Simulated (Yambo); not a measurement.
Yambo run on AlO₂H (space group Pmn2_1, No. 31). The wavefunctions come from this Quantum ESPRESSO step (PBEsol, PseudoDojo standard norm-conserving files, scalar-relativistic):

```
&CONTROL
  calculation = 'nscf'
  pseudo_dir = './pseudo'
  outdir = './out'
/
&SYSTEM
  ibrav = 0
  nat = 8
  ntyp = 3
  ecutwfc = 84.0
  ecutrho = 336.0
  occupations = 'fixed'
  force_symmorphic = .true.
  nbnd = 113
/
&ELECTRONS
  conv_thr = 8e-09
  diago_full_acc = .true.
  diago_thr_init = 1e-08
/
ATOMIC_SPECIES
H 1.0080 H.upf
O 15.9990 O.upf
Al 26.9815 Al.upf
CELL_PARAMETERS angstrom
  2.861550000000   0.000000000000   0.000000000000
  0.000000000000   4.263480000000   0.000000000000
  0.000000000000   0.000000000000   4.769970000000
ATOMIC_POSITIONS crystal
H   0.500000000000   0.194510000000   0.976960000000
H   0.000000000000   0.805490000000   0.476960000000
O   0.000000000000   0.502520000000   0.648780000000
O   0.500000000000   0.497480000000   0.148780000000
O   0.000000000000   0.000940000000   0.348550000000
O   0.500000000000   0.999060000000   0.848550000000
Al   0.500000000000   0.276340000000   0.491120000000
Al   0.000000000000   0.723660000000   0.991120000000
K_POINTS automatic
4 4 4 0 0 0
```

Yambo input:

```
rim_cut
gw0
dyson
el_el_corr
HF_and_locXC
ppa
em1d
RandQpts= 1000000
RandGvec= 1 Ry
EXXRLvcs= 84 Ry
VXCRLvcs= 336 Ry
Chimod= "HARTREE"
% BndsRnXp
 1 | 112 |
%
NGsBlkXp= 8 Ry
% LongDrXp
 1.0 | 1.0 | 1.0 |
%
PPAPntXp= 27.2114 eV
% GbndRnge
 1 | 112 |
%
GTermKind= "BG"
DysSolver= "n"
ExtendOut
% QPkrange
 1 | 1 | 16 | 17 |
 7 | 7 | 16 | 17 |
 9 | 9 | 16 | 17 |
 19 | 19 | 16 | 17 |
 21 | 21 | 16 | 17 |
 25 | 25 | 16 | 17 |
 27 | 27 | 16 | 17 |
%
```

k points by index: 1 = Γ, 7 = (0, -0.5, 0), 9 = (0, -0.5, -0.5), 19 = (-0.5, 0, 0), 21 = (-0.5, 0, -0.5), 25 = (-0.5, -0.5, 0), 27 = (-0.5, -0.5, -0.5).

Table of the .qp output:

```
#    K-point    Band    Eo [eV]    E [eV]    E-Eo [eV]    Vxc [eV]    Vnlxc [eV]    Sc|Eo [eV]    Sc|E [eV]    dSc/dw|Eo [eV]    Re(Z)    Im(Z)
#
    1    16    0.000000    -1.291253    -1.291253    -20.17363    -25.70721    3.949458    4.242326    -6.171357    0.815132    -0.952710E-3
    1    17    5.600613    6.660519    1.059906    -13.74343    -8.855167    -3.646968    -3.828360    -4.656656    0.853876    -0.748341E-3
    7    16    -0.012873    -1.328001    -1.315128    -19.88049    -25.50456    4.007605    4.308941    -6.234507    0.813593    -0.970269E-3
    7    17    7.866892    9.153459    1.286567    -13.06933    -7.643259    -3.915196    -4.139506    -4.743964    0.851543    -0.789380E-3
    9    16    -0.992126    -2.432006    -1.439880    -19.05195    -24.80425    3.984438    4.312420    -6.197904    0.814484    -0.988643E-3
    9    17    9.082071    10.48078    1.398712    -13.19417    -7.446678    -4.100393    -4.348778    -4.831966    0.849205    -0.794094E-3
    19    16    -1.100846    -2.547058    -1.446213    -18.85775    -24.62143    3.987543    4.317466    -6.207271    0.814256    -0.996996E-3
    19    17    10.28236    11.82017    1.537811    -13.22967    -7.160140    -4.252488    -4.531715    -4.940601    0.846335    -0.869747E-3
    21    16    -0.628842    -2.026154    -1.397312    -19.49488    -25.22592    4.015059    4.333732    -6.205428    0.814301    -0.974831E-3
    21    17    9.585920    10.93502    1.349099    -11.45034    -5.719984    -4.158325    -4.381255    -4.496244    0.858196    -0.773089E-3
    25    16    -0.582188    -1.964497    -1.382308    -19.56987    -25.25490    3.988269    4.302716    -6.189613    0.814687    -0.970469E-3
    25    17    10.30816    11.88291    1.574748    -13.84104    -7.761192    -4.220604    -4.505101    -4.909680    0.847054    -0.009046
    27    16    -0.692438    -2.102645    -1.410208    -19.25670    -25.01087    4.020740    4.343963    -6.236468    0.813545    -0.988110E-3
    27    17    9.129283    10.50578    1.376496    -12.63579    -6.956483    -4.064831    -4.302810    -4.704252    0.852603    -0.792275E-3
```
(The two width columns are left out.) Convergence of these settings isn't established.

Geometry of the Materials Project entry, not relaxed at this level.
